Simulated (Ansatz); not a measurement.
A plane-wave DFT run in Ansatz 0.2.0 (scalar-relativistic PAW potentials unless the input names others): input and command.

```yaml
crystal:
  lattice:
    - [4.5206619473, 0.0, 0.0]
    - [0.0, 2.7456979514, 0.0]
    - [0.0, 0.0, 4.8249008419]
  atoms:
    - { symbol: Ti, position: [0.25, 0.0, 0.7036765807] }
    - { symbol: Ti, position: [0.75, 0.0, 0.2963234193] }
    - { symbol: Pd, position: [0.25, 0.5, 0.1875310518] }
    - { symbol: Pd, position: [0.75, 0.5, 0.8124689482] }
basis:
  ecutwfc: 500
kpoints:
  mp_grid: { grid: [10, 16, 10] }
hamiltonian:
  xc: b3-lyp
scf:
  occupations: { method: gaussian, width: 0.1 }
  max_iter: 100
output:
  forces: true
  eigenvalues: true
  stress: true
relax:
  adjacent_minimum: "off"
  f_tol: 0.01
  max_steps: 30
  cell: { stress_tol: 0.1, fix: [volume] }
```

```bash
ansatz run input.yaml --threads 1 --pin off --max-ram 2560MiB --backend cpu --events-out ev --progress --plain --runs-dir out
```

Q: What is wrong with this input?

A: The program refuses it, because of an unknown functional (hamiltonian.xc: "r2scan" → "b3-lyp"; the functional meant is spelt b3lyp). With the sound run's settings it is accepted.

Abridged log:
```
Error: YAML parse error: error: line 16 column 7: hamiltonian.xc: unknown variant `b3-lyp`, expected one of `lda`, `lda-pw`, `pw92`, `pbe`, `pbesol`, `rpbe`, `revpbe`, `blyp`, `pbe0`, `revpbe0`, `b3lyp`, `b3lyp5`, `hse06`, `wpbeh`, `hiss`, `lc_wpbe`, `cam_b3lyp`, `hf`, `r2scan`, `r2scanh`, `r2scan0`, `r2scan50`, `mr2scan`
  --> <input>:16:7
   |
14 |   mp_grid: { grid: [10, 16, 10] }
15 | hamiltonian:
16 |   xc: b3-lyp
   |       ^ hamiltonian.xc: unknown variant `b3-lyp`, expected one of `lda`, `lda-pw`, `pw92`, `pbe`, `pbesol`, `rpbe`, `revpbe`, `blyp`, `pbe0`, `revpbe0`, `b3lyp`, `b3lyp5`, `hse06`, `wpbeh`, `hiss`, `lc_wpbe`, `cam_b3lyp`, `hf`, `r2scan`, `r2scanh`, `r2scan0`, `r2scan50`, `mr2scan`
17 | scf:
18 |   occupations: { method: gaussian, width: 0.1 }
   |
```